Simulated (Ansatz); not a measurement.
Rb:
Space group Im-3m (No. 229); a = b = c = 5.5583 Å, α = β = γ = 90.00°

```tsv
atom	site	symmetry	x	y	z
Rb	2a	m-3m	0.0000	0.0000	0.0000
```
(The calculation used a cell of 1 atom; values per cell refer to that cell.)

Relaxed with PBE+D3(BJ) (plane waves, PAW; program Ansatz). Indices refer to the conventional cell of Im-3m, a = b = c = 5.558 Å, α = β = γ = 90.00°.

Question: Simulate the powder diffraction pattern (Mo Kα, λ = 0.71073 Å; lines above 1 %) up to 2θ = 45°.

Answer: Simulated powder pattern, Mo Kα, λ = 0.71073 Å (kinematic, ideal powder, no thermal factors, no anomalous dispersion; the 30 strongest lines at most, above 1 %, up to 2θ = 45°):

```tsv
2θ (°)	d (Å)	I/Imax (%)	hkl
10.38	3.930	100	(110)
14.69	2.779	21	(200)
18.02	2.269	49	(211)
20.84	1.965	16	(220)
23.33	1.758	24	(310)
25.59	1.605	6.0	(222)
27.68	1.486	28	(321)
29.63	1.390	2.9	(400)
31.48	1.310	14	(411)+(330)
33.23	1.243	8.0	(420)
34.90	1.185	6.9	(332)
36.51	1.135	5.9	(422)
38.05	1.090	16	(431)+(510)
41.00	1.015	8.1	(521)
42.41	0.983	1.8	(440)
43.78	0.953	6.5	(530)+(433)
```

The cell was relaxed with PBE+D3(BJ) under the symmetry of its start. The pairwise dispersion correction was not fitted to metals.

Potentials: the earlier of the program's two PAW sets.
